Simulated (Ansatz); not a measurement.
CaFe$_{2}$P$_{2}$: do energies and stresses tell the same story?

All numbers below come from DFT PBEsol, scalar-relativistic, plane waves, PAW in Ansatz.

Cutoff 420 eV; k points 14×14×14 on the computed 5-atom cell (Γ-centred); Gaussian smearing, width 0.10 eV; no spin polarisation.

Relaxed cell: I4/mmm, a = 3.787 Å, b = 3.787 Å, c = 9.641 Å, α = 90.00°, β = 90.00°, γ = 90.00°, 5 atoms in the primitive cell. Whether it is the stable form of this composition wasn't checked.

Energies at zero smearing and pressures from the stress tensor, at volumes with shape and atoms relaxed:
```json
{"V (Å³/atom)": "12.994", "E − E(first) (meV/atom)": "0.00", "P (GPa)": "7.91"}
{"V (Å³/atom)": "13.409", "E − E(first) (meV/atom)": "-14.45", "P (GPa)": "3.43"}
{"V (Å³/atom)": "13.824", "E − E(first) (meV/atom)": "-18.70", "P (GPa)": "0.00"}
{"V (Å³/atom)": "14.238", "E − E(first) (meV/atom)": "-15.25", "P (GPa)": "-2.58"}
{"V (Å³/atom)": "14.653", "E − E(first) (meV/atom)": "-5.96", "P (GPa)": "-4.55"}
```

Question: Check P = −dE/dV between neighbouring volumes, and get the bulk modulus from the pressures alone.

Answer: With 1 eV/Å³ = 160.2 GPa:
```tsv
middle V (Å³/atom)	−ΔE/ΔV (GPa)	mean P (GPa)
13.202	5.584	5.670
13.616	1.641	1.716
14.031	-1.332	-1.287
14.446	-3.592	-3.560
```

The two differ by 0.09 GPa at most. The mean of two end pressures misses the average over a step by about ΔV² P″/12, up to 0.09 GPa here; with that taken off 0.02 GPa remains. Around V = 13.824 Å³/atom, the two neighbours give B = −V ΔP/ΔV = 13.824 × 6.01 / 0.829 = 100.1 GPa, against B0 = 99.1 GPa from the Birch–Murnaghan fit of the energies.

A ferromagnetic start lost its moments in a first run, so spin was left out; other magnetic orders weren't tried.

Cost: 6 runs of about 9 core-minutes in all, on Intel Xeon Platinum 8488C (Sapphire Rapids) (shared hosts).